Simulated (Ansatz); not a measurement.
## Single point on CrMo₂

System: CrMo₂ placed on the sites of the fluorite structure (a generated, not necessarily known, phase), then sheared and rattled, one atom being moved towards a neighbour.

Level of theory: Ansatz, DFT, PBE, all-electron full-potential LAPW, scalar-relativistic, point nucleus. Sampling: 2×2×2 (half-step shift) mesh with 0.15 eV Fermi–Dirac smearing (a coarse mesh, not converged over the zone). For a metal, stress, forces and moments on so few k-points can be far from the converged ones. On this fcc-type cell the shift lowers the mesh's symmetry. No spin polarisation. So it leaves out the moments that atoms of Cr often carry. Labels count atoms in the order given.

Extended XYZ with forces in eV/Å (energy in eV, pressure in GPa):

```xyz
3
Lattice="-2.8886 0.0474 2.9443 0.0400 2.7865 3.0316 -2.9066 2.7172 0.0294" Properties=species:S:1:pos:R:3:forces:R:3 pbc="T T T" free_energy=-248952.0388 pressure=11.03
Cr   -3.3060    2.5312    2.3757   -1.0910    0.1552    3.0192
Mo   -4.8391    3.8979    4.1456    0.1075    1.5476   -1.3684
Mo   -7.7234    6.7520    6.9593    0.9834   -1.7028   -1.6508
```

Stress xx yy zz yz xz xy in GPa, positive in compression: 9.62 11.26 12.22 -2.28 0.13 9.58.

# CrMo2: forces and stress of a distorted cell

System: model CrMo2 built from the fluorite structure and then distorted.

Method as above, mesh 2×2×2 with shift 0.5, 0.5, 0.5. The run is spin-unpolarised. So it leaves out the moments that atoms of Cr often carry.

Lattice vectors (Å):
```
-2.9620  0.0064  3.0692
-0.0431  2.9727  3.0325
-2.9448  2.9922  0.0236
```

```tsv
atom	x	y	z (fractional)
Cr1	0.7672	0.3897	0.9257
Mo2	0.9931	0.6783	0.2248
Mo3	0.5181	0.1530	0.6849
```

```tsv
atom	Fx (eV/Å)	Fy (eV/Å)	Fz (eV/Å)
Cr1	-0.329	1.724	0.303
Mo2	-0.640	-0.799	0.671
Mo3	0.969	-0.925	-0.974
```

Stress tensor (GPa, compression positive):
```
-10.68   2.74   4.42
  2.74  -9.94  -2.23
  4.42  -2.23 -10.38
```

- All-electron free energy E − TS (its zero hangs on the relativistic scheme and nucleus): -248952.158 eV
- Pressure: -10.33 GPa
- Largest force: 1.781 eV/Å
